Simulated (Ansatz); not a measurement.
2 distorted cells of OF3, built from the ReO3 structure. r2SCAN, all-electron PAW with datasets made for this cell in Ansatz, scalar relativity, no spin–orbit coupling, point nucleus. 2×2×2 (shift 0.5, 0.5, 0.5 mesh steps) k-points (coarse, not zone-converged), Fermi–Dirac occupations at kT = 0.15 eV. In metals such a mesh can move stress, forces and moments by their own size. The run is spin-unpolarised. The cell's electron count is odd, so a run with spin could end lower.

Problem. Order these from lowest to highest E − TS per atom, as computed on this mesh.
A.
12.39 Å³ an atom
```
CELL_PARAMETERS angstrom
3.61761 -0.01988 0.03124
-0.01988 3.75677 0.07045
0.03124 0.07045 3.64916
ATOMIC_POSITIONS crystal
O 0.45637 0.12621 0.59186
F 0.96912 0.14189 0.55395
F 0.44791 0.63324 0.56387
F 0.46383 0.14057 0.32056
```
B.
9.86 Å³ an atom
```
CELL_PARAMETERS angstrom
3.38387 0.01841 -0.06076
0.01841 3.41838 0.11974
-0.06076 0.11974 3.41454
ATOMIC_POSITIONS crystal
O 0.39573 0.21356 0.86914
F 0.85059 0.15804 0.89878
F 0.34272 0.73352 0.81944
F 0.39345 0.23066 0.38953
```

Solution. B (lowest), A (+1.09 eV an atom).

From the lowest up, pressure and r.m.s. force: 24.0 GPa, 1.52 eV/Å; 62.3 GPa, 27.64 eV/Å.
